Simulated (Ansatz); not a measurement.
Computed with DFT PBE, scalar-relativistic, plane waves, PAW (Ansatz). Settings: cutoff 420 eV, Γ-centred meshes spaced at most about 0.3 Å⁻¹, and about 0.25 Å⁻¹ or finer for metals (2π included), Gaussian smearing. No spin polarisation in the final relaxations.

These are static total energies at zero pressure.

Two forms of In₂C were relaxed alike.

1.

```
In C
1.0
     3.18022    0.00000    0.00000
     0.00000    3.18022    0.00000
     0.00000    0.00000    5.74630
In C
2 1
Direct
  0.50000 0.50000 0.75423
  0.50000 0.50000 0.24577
  0.00000 0.00000 0.00000
```

2.

```
In C
1.0
     3.75162    0.00000    0.00000
     0.00000    3.75162    0.00000
     0.00000    0.00000    8.89087
In C
4 2
Direct
  0.00000 0.50000 0.86417
  0.00000 0.50000 0.36417
  0.50000 0.00000 0.63583
  0.50000 0.00000 0.13583
  0.00000 0.00000 0.50000
  0.50000 0.50000 0.00000
```

**Question.** Which form is favoured at zero pressure, and by what margin per atom?

**Answer.** Cell 2 is lower, by 0.30 eV/atom. Cell 1 has space group P4/mmm (No. 123), 19.4 Å³/atom and no gap on its mesh; cell 2 has space group P4_2/nmc (No. 137), 20.9 Å³/atom and no gap. Counting C atoms around In (those within 1.25 times the shortest such distance or 1.15 times the sum of covalent radii; the shortest distance is added where it is long for a bond), cell 1 has In 4 from 2.7 Å and cell 2 has In 2. The lower one is the more open, so pressure narrows the difference. Even the lower one lies +1.00 eV/atom against the reference forms of the elements (uncorrected), so neither is stable at this level. In cell 1, In is surrounded by 4 C at 2.66 Å, 2 In at 2.82–2.92 Å and 4 In at 3.18 Å; C is surrounded by 8 In at 2.66 Å and 4 C at 3.18 Å. In cell 2, around In lie 2 C at 2.23 Å; around C lie 4 In at 2.23 Å. Both come from invented guesses. A third cell relaxed alike, in P-3m1, lies 119 meV/atom below the lower of the two.

Cells relaxed within their symmetry can be saddle points.
